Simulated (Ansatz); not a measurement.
# SrCd: electron density at the nuclei under pressure

```
CELL_PARAMETERS angstrom
4.00300 0.00000 0.00000
0.00000 4.00300 0.00000
0.00000 0.00000 4.00300
ATOMIC_POSITIONS crystal
Sr 0.50000 0.50000 0.50000
Cd 0.00000 0.00000 0.00000
```

Atoms are numbered in the order listed.

The cell is COD entry 2310286, as deposited and not checked against the literature; nothing was relaxed.

Level of theory: Ansatz 0.2.0, DFT, LDA, all-electron PAW with datasets made for the crystal, scalar-relativistic.

Settings: a Γ-centred 10×10×10 k mesh, Fermi–Dirac smearing of 0.08 eV, cutoff 240 eV (chosen by the program for this cell), no spin polarisation.

The contact density is the mean electron density over the nuclear volume; its changes follow the s electrons' response to bonding and compression. Changes below are taken from the unscaled cell, where it is 399342 e/Å³ at Sr1, 1.03176e+06 e/Å³ at Cd2.

```tsv
V/V(cell)	P (GPa)	Δρ(0) Sr1 (e/Å³)	Δρ(0) Cd2 (e/Å³)
0.9400	-0.4	0.70	?
0.9800	-1.6	0.21	?
1.0000	-2.1	0.00	0.00
1.0100	-2.3	-0.10	?
1.0400	-2.9	-0.38	-1.23
```

Task: Fill in "Δρ(0) Cd2 (e/Å³)" for the row "0.9400".

Result: 2.32.

Task: What belongs in the row "1.0100", column "Δρ(0) Cd2 (e/Å³)"?

Result: -0.32.

Task: What belongs in the row "0.9800", column "Δρ(0) Cd2 (e/Å³)"?

Result: 0.70.

The datasets are made afresh for each cell, so very small changes are uncertain.
